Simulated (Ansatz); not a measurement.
Phonons of PbO2 (space group Pbcn) at Γ.

PbO$_{2}$ (space group Pbcn)

```
CELL_PARAMETERS angstrom
      5.04284     0.00000     0.00000
      0.00000     5.82901     0.00000
      0.00000     0.00000     5.41070
ATOMIC_POSITIONS crystal
  Pb 0.50000 0.18653 0.75000
  Pb 0.50000 0.81347 0.25000
  Pb 0.00000 0.31347 0.25000
  Pb 0.00000 0.68653 0.75000
  O  0.26443 0.08750 0.43302
  O  0.73557 0.91250 0.56698
  O  0.23557 0.41250 0.93302
  O  0.76443 0.58750 0.06698
  O  0.76443 0.41250 0.56698
  O  0.23557 0.58750 0.43302
  O  0.73557 0.08750 0.06698
  O  0.26443 0.91250 0.93302
```

The numbers are results of LDA (plane waves to 420 eV, PAW, scalar-relativistic; Ansatz, a program for electronic structure), not measurements. DFPT wavenumbers on a 8×6×8 k mesh, in cm⁻¹ and rounded to 5; i marks imaginary ones, q is in fractions of the reciprocal vectors of the cell shown, and the three acoustic modes at Γ are left out. At this level the bands of PbO2 touch or barely overlap. PbO2 was relaxed with its symmetry unable to fall. Spin-orbit coupling is left out, though Pb is heavy. This is one of several known forms of PbO2; the measured ambient cells at hand have space group No. 136.

```json
[
 {"q": "Γ", "wavenumbers (cm⁻¹)": "70, 80, 90, 105, 120, 120, 130, 130, 145, 165, 195, 205, 210, 220, 230, 240, 285, 340, 355, 405, 410, 425, 435, 435, 445, 485, 505, 530, 560, 565, 570, 605, 620"}
]
```

The structure shows no imaginary mode at these points (lowest 70 cm⁻¹ at Γ); other wave vectors were not tested.

Highest mode: 620 cm⁻¹ at Γ.
